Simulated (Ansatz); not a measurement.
GeW (CsCl type), relaxed with r²SCAN (Ansatz, a first-principles code, plane waves, PAW): a = b = c = 3.113 Å, α = β = γ = 90.00°.

```
Quantity              Result
--------------------  ------
ΔH_f (eV/atom)          0.50
B₀ by P(V) fit (GPa)     223
```

Q: The same phase is relaxed and computed with PBE in the same code. What are the cell and these values now?

A: a = b = c = 3.136 Å, α = β = γ = 90.00°.

- ΔH_f (eV/atom): 0.41
- B₀ by P(V) fit (GPa): 208

Constructed cells (a structure type filled with these elements, in neither database checked): GeW, CsCl type. All cells were relaxed under the symmetry of their starts (and spin orders); stability against distortions was not tested throughout. Rows with no word on spin ran without spin polarisation. Spin–orbit coupling is left out wherever it is not named.

Potentials: the later of the program's two PAW sets.

Ansatz is a plane-wave DFT program.

Formation energies count from the lowest solids of the elements computed at the same level, not from gases.
